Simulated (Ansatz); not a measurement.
Data:

ZrIn:
```yaml
crystal:
  lattice:
    - [3.15182, 0.00000, 0.00000]
    - [0.00000, 3.15182, 0.00000]
    - [0.00000, 0.00000, 4.42118]
  atoms:
    - { symbol: Zr, position: [0.00000, 0.00000, 0.00000] }
    - { symbol: In, position: [0.50000, 0.50000, 0.50000] }
```

This is the r²SCAN-relaxed structure.

Problem. All from r²SCAN (plane waves, PAW; program Ansatz), unless another level is named. Estimate the density of states at the Fermi level.

Solution. 0.58 states/eV per atom (mean over ±0.08 eV).

Problem. Next, the formation energy from the elements (no fitted shifts)?

Solution. -42 kJ/mol-atom.

Space group P4/mmm (L1₀ or tetragonal B2). The workflow started from a Materials Project entry (that database holds measured and hypothetical structures alike); the Crystallography Open Database copy checked does not list it. With Zr and In taken as one species the cell has the higher symmetry Fm-3m, so it may be an ordered model of a mixed-site phase. Its standing as an ambient phase is unchecked. The cell was relaxed with r²SCAN under the symmetry of its start; its stability against distortions is not shown here. The run is not spin-polarised. The references are the lowest solids computed at this level, not always the standard phases. Scalar-relativistic: spin–orbit coupling is off unless named, which matters more the heavier the elements.

Potentials: the earlier of the program's two PAW sets.
